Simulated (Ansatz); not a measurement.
## Relaxation path: SbAs (zincblende type)

DFT, PBEsol, PAW with Ansatz's default frozen-core files, scalar-relativistic (Ansatz 0.2.0); a Γ-centred 11×11×11 k mesh, Fermi–Dirac smearing of 0.05 eV, no spin polarisation. The run relaxes cell and atoms at a target pressure of 21 GPa.

Command: `ansatz run input.yaml --threads 1 --pin off --max-ram 3584MiB --backend cpu --events-out ev --progress --plain --runs-dir out` It took 28 s on 1 thread of Arm Neoverse V2, with other jobs on the host, peak memory 0.37 GiB.

```yaml
crystal:
  lattice:
    - [0.0, 2.8277869949, 2.8277869949]
    - [2.8277869949, 0.0, 2.8277869949]
    - [2.8277869949, 2.8277869949, 0.0]
  atoms:
    - { symbol: Sb, position: [0.0, 0.0, 0.0] }
    - { symbol: As, position: [0.25, 0.25, 0.25] }
kpoints:
  mp_grid: { grid: [11, 11, 11] }
scf:
  occupations: { method: fermi_dirac, width: 0.05 }
hamiltonian:
  xc: pbesol
  pseudopotentials: { kind: paw }
output:
  forces: true
  stress: true
  eigenvalues: true
relax:
  f_tol: 0.005
  max_steps: 40
  cell: { p_target: 21.0, stress_tol: 0.03 }
```

Each step lists its enthalpy F + pV a cell above the last geometry, the pressure, the cell vectors (Å), and Cartesian positions (Å) with forces (eV/Å).

The first step:

```
step 1  dH = 207.66 meV  P = 35.4 GPa
  cell 0.0000 2.8278 2.8278  2.8278 0.0000 2.8278  2.8278 2.8278 0.0000
  Sb 0.0000 0.0000 0.0000   0.0000 0.0000 0.0000
  As 1.4139 1.4139 1.4139   0.0000 0.0000 0.0000
```

Spin–orbit coupling is left out, which matters for the heavy atoms. The PAW files were made under PBE.

The symmetry of the start is kept and no stability test is made, so the end need not be the stable phase.

Question: Where does the relaxation end, and by which steps?

Answer: After 4 geometries, with conventional a, b, c = 5.857, 5.857, 5.857 Å, at 25.111 Å³/atom (+11.05 % against the start) in space group F-43m, with a shortest distance of 2.536 Å. The further steps:
```
step 2  dH = 26.45 meV  P = 16.81 GPa
  cell 0.0000 2.9656 2.9656  2.9656 0.0000 2.9656  2.9656 2.9656 0.0000
  Sb 0.0000 0.0000 0.0000   0.0000 0.0000 0.0000
  As 1.4828 1.4828 1.4828   0.0000 0.0000 0.0000
step 3  dH = 0.32 meV  P = 20.6 GPa
  cell 0.0000 2.9322 2.9322  2.9322 0.0000 2.9322  2.9322 2.9322 0.0000
  Sb 0.0000 0.0000 0.0000   0.0000 0.0000 0.0000
  As 1.4661 1.4661 1.4661   0.0000 0.0000 0.0000
step 4  dH = 0.00 meV  P = 21.0 GPa
  cell 0.0000 2.9283 2.9283  2.9283 0.0000 2.9283  2.9283 2.9283 0.0000
  Sb 0.0000 0.0000 0.0000   0.0000 0.0000 0.0000
  As 1.4642 1.4642 1.4642   0.0000 0.0000 0.0000
step 5  dH = -1.25 meV  P = 21.0 GPa  (same geometry on a basis chosen anew; earlier energies don't compare to the last digit)
  cell 0.0000 2.9283 2.9283  2.9283 0.0000 2.9283  2.9283 2.9283 0.0000
  Sb 0.0000 0.0000 0.0000   0.0000 0.0000 0.0000
  As 1.4642 1.4642 1.4642   0.0000 0.0000 0.0000
```
